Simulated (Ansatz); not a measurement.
ZrCu:
```yaml
crystal:
  lattice:
    - [3.22423, 0.00000, 0.00000]
    - [0.00000, 3.22423, 0.00000]
    - [0.00000, 0.00000, 3.22423]
  atoms:
    - { symbol: Zr, position: [0.50000, 0.50000, 0.50000] }
    - { symbol: Cu, position: [0.00000, 0.00000, 0.00000] }
```

Relaxed with PBEsol. Special points in fractions of this cell's reciprocal vectors: Γ (0.000, 0.000, 0.000); X (0.000, 0.500, 0.000); M (0.500, 0.500, 0.000); R (0.500, 0.500, 0.500).

Question: List the band energies nearest the Fermi level at these points for DFT-PBEsol in the program Ansatz with PAW potentials.

Answer: In eV from the Fermi level; about four levels below and three above (degenerate sets whole), none deeper than 8.9 eV; points with the same levels are listed once.

| k | below | above |
|---|---|---|
| Γ | -3.09 -3.09 -3.09 -0.08 -0.08 | 4.13 4.13 4.13 |
| X | -3.14 -3.14 -2.95 -1.96 -0.67 | 1.06 1.06 3.99 |
| M | -3.54 -3.54 -2.64 -2.11 | 0.52 0.65 0.65 |
| R | -2.63 -2.63 -2.52 -2.52 -2.52 | 2.64 5.58 5.58 |

Space group Pm-3m (CsCl type). The first step of the workflow began from a Materials Project structure, measured or hypothetical; the Crystallography Open Database copy checked does not list it. Whether it is the stable phase at ambient conditions was not checked. The PBEsol relaxation kept the symmetry of its start; whether a distortion lowers the energy is not shown. The run is not spin-polarised. Scalar-relativistic: spin–orbit coupling is off unless named, which matters more the heavier the elements.

Potentials: the later of the program's two PAW sets.
